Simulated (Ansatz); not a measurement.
**Data sheet: GaAs (DFT)**

GaAs:
```
CELL_PARAMETERS angstrom
      4.03379     0.00000     0.00000
     -2.01690     3.49337     0.00000
      0.00000     0.00000     8.82754
ATOMIC_POSITIONS crystal
  Ga 0.50014 0.00000 0.66667
  Ga 0.00000 0.50014 0.33333
  Ga 0.49986 0.49986 0.00000
  As 0.50006 0.00000 0.16667
  As 0.00000 0.50006 0.83333
  As 0.49994 0.49994 0.50000
```

Space group P6_222 (No. 180); conventional cell a = b = 4.0338 Å, c = 8.8275 Å, α = β = 90.00°, γ = 120.00°.

Method: the program Ansatz at the HSE06 level (PAW). Geometry: relaxed at this level of theory. Other levels are named where they apply.

Cell and energy:

* **Volume per atom**: 20.73 Å³
* **Density**: 5.79 g/cm³

Electronic structure:

* **Band gap**: 0.10 eV (direct)
* **Valence-band maximum**: at Γ
* **Conduction-band minimum**: at Γ

Mechanics:

Bulk modulus (Birch–Murnaghan fit): 75.5 GPa
Pressure derivative B′: 4.4

A made-up cell: these elements were put on the sites of a structure type; neither database checked (COD, Materials Project) lists it. It is not the phase usual at ambient conditions (space group No. 216). The HSE06 relaxation kept the symmetry of its start; whether a distortion lowers the energy is not shown. The hybrid was solved on a coarse mesh, the path and, where they were found, the r²SCAN edge points; its band edges are the extreme levels among these. Point labels and valley counts follow the cell and symmetry of the run, lower than the named group. Spin–orbit coupling is left out wherever it is not named.

Potentials: the later of the program's two PAW sets.
